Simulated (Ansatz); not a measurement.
Ti2O3 (corundum)

```
CELL_PARAMETERS angstrom
      2.49574     1.44092     4.58833
     -2.49574     1.44092     4.58833
      0.00000    -2.88183     4.58833
ATOMIC_POSITIONS crystal
  Ti 0.84570 0.84570 0.84570
  Ti 0.15430 0.15430 0.15430
  Ti 0.65430 0.65430 0.65430
  Ti 0.34570 0.34570 0.34570
  O  0.06147 0.43853 0.75000
  O  0.93853 0.56147 0.25000
  O  0.75000 0.06147 0.43853
  O  0.25000 0.93853 0.56147
  O  0.43853 0.75000 0.06147
  O  0.56147 0.25000 0.93853
```

The slice is a (1 -1 0 2) plane (indices of the conventional cell) through the point (0.846, 0.846, 0.846) (fractional), spanned by u = [1 0 -1] and v = [010] in vectors of this cell: u (4.99 Å) and v (5.42 Å, at 90° to u). It covers one period; positions are fractions (u, v).

Computed with LDA (plane waves to 420 eV, PAW, scalar-relativistic; Ansatz, an electronic-structure program). k mesh 11×11×11. Inside the PAW spheres the values are not all-electron values, and peaks at nuclei hang on which shells count as valence. Ti2O3 is run without spin polarisation and with no Hubbard U. Ti2O3 was relaxed with its symmetry unable to fall.

Predict the map of the electrostatic potential energy of an electron, from the cell's mean on the slice.


```
|xxxxxxxx  ..**%%%%%%%%%%@@%%%%%%**..  xxxxxx|
|xxxxxx    --**%%@@@@@@@@@@@@%%##**--    xxxx|
|xxxx    ..++%%@@@@@@@@@@@@%%%%**++==      xx|
|        ==##%%@@@@@@@@@@@@%%xxxxxx++--..    |
|    ..--==**%%@@@@@@%%%%%%##xxxxxx++++==--..|
|==--xxxxxxxx##%%%%##******++xxxxxx**####**++|
|==xxxxxxxxxxxx**++--::..::::==++**##%%####**|
|++xxxxxxxxxxxx--..            --**##%%%%##**|
|++xxxxxxxxxxxx      xxxxxx      ==########**|
|++==xxxxxxxx..    xxxxxxxxxx    ::**######**|
|##**++xxxx==    xxxxxxxxxxxxxx  ..++########|
|##%%####**++..  xxxxxxxxxxxxxx    ++##%%%%%%|
|%%%%%%%%%%**..  xxxxxxxxxxxxxx  ..**%%%%%%@@|
|@@@@@@@@%%**--    xxxxxxxxxx    --**##%%@@@@|
|@@@@@@@@@@%%++..    xxxxxx      ==++**%%%%@@|
|@@@@@@@@@@%%##==            ..--++xxxxxx%%@@|
|%%%%@@@@@@%%**==--..    ..--==++++xxxxxx##%%|
|****##%%%%##xxxxxxxx--==++**####**xxxxxx++**|
|..::--++**xxxxxxxxxxxx==**####%%##**++==::::|
|      ..--xxxxxxxxxxxx++**##%%%%##**--      |
|xxxx      xxxxxxxxxxxx++**########==      xx|
|xxxxxx    ..xxxxxxxx==++**######**::    xxxx|
|xxxxxxxx    ==xxxx++**##########++..  xxxxxx|
|xxxxxxxx  ..++**####%%##%%%%%%##++    xxxxxx|
```
Scale: ten equal steps from 2.00 (start of ' ') to 10.44 (end of '@'), in the order ' .:-=+*#%@'. Values: electrostatic potential energy of an electron, from the cell's mean, in eV. The map has 22 points along u (two characters each, u = 0 at the left) and 24 along v (v = 0 in the bottom row). Points within 0.8 Å of a nucleus are blanked (x), as the pseudised field means little there. Values under 2 eV are set to 2. The zero, the cell's mean, hangs on the PAW cores.
